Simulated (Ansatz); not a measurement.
All-electron LAPW in Ansatz 0.2.0 under PBEsol, scalar-relativistic, energies extrapolated to zero smearing. Slabs are 1×1 cells cut from bulk crystals relaxed on PAW files, with atoms then relaxed, 16 to 20 Å of vacuum, a dipole correction, k spacings of 0.16 to 0.26 Å⁻¹ and smearing of 0.02 to 0.1 eV, without spin–orbit coupling; Cr, Mn, Fe, Co, Ni, Eu and Gd start ferromagnetic, the others run without spin. The bulk type named needn't be the stable one, and no reconstruction is allowed.

```
                    slab  area (Å²)  γ (J/m²)  Φ (eV)  Δd12 (%)
  fcc Ca (111), 5 layers      12.89      0.52    3.02      -2.5
  fcc Sb (100), 5 layers      11.11      0.38       ?     -11.6
  fcc Pt (100), 6 layers       7.68      2.25    5.78      -2.6
  fcc Rh (110), 7 layers      10.11      2.90       ?     -10.7
  fcc Ag (110), 4 layers      11.62      1.20    4.26     -11.4
hcp Co (10-10), 6 layers       9.76      2.72    4.86     -15.1
```

Q: Fill in "Φ (eV)" for the row "fcc Rh (110), 7 layers".

A: 4.83.

Q: What belongs in the row "fcc Sb (100), 5 layers", column "Φ (eV)"?

A: 4.20.
